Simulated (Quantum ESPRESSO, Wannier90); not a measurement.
## BaHI (P4/nmm), plane waves to Wannier functions

```xyz
6
Lattice="4.7758 0.0000 0.0000 0.0000 4.7758 0.0000 0.0000 0.0000 7.8002" Properties=species:S:1:pos:R:3 pbc="T T T"
Ba     2.3879     0.0000    -1.3502
Ba     0.0000     2.3879     1.3502
H      2.3879     2.3879     0.0000
H      0.0000     0.0000     0.0000
I      0.0000     2.3879    -2.6554
I      2.3879     0.0000     2.6554
```

Cell from Materials Project (mp-23862), symmetrised, no further relaxation. COD (Crystallography Open Database) has an entry of this formula and space group (matched by these alone). Method: PBEsol plane waves in Quantum ESPRESSO 7.5 (PseudoDojo norm-conserving files, 58 Ry, spinors with spin-orbit coupling), Bloch states on a 4×4×4 mesh through Γ, Wannier90 4.0.1. Density: 6×6×4 mesh, cold smearing 0.01 Ry.

Bands 9-20 form an isolated set from -12.20 to -10.92 eV relative to the valence-band maximum (on the path) and are turned into 12 Wannier functions by minimising the spread from the start: SCDM (isolated).

Where do the functions sit, how wide are they and what are they made of?


| functions | spread (Å²) | nearest atom, distance (Å) | second atom, distance (Å) | weight on atomic waves |
|---|---|---|---|---|
| 8 | 1.36 | Ba 0.00 | H 2.74 | Ba 5p 97 % |
| 4 | 1.72 | I 0.04 | H 3.54 | I 5s 92 % |

Ω_I = 17.70 Å², Ω_total = 17.76 Å²; the interpolated bands follow pw.x to 0.2 meV rms on the path. Only this start was tried; a symmetric start can stop on a saddle, and mixtures of these functions could lower the total by at most Ω_total − Ω_I.
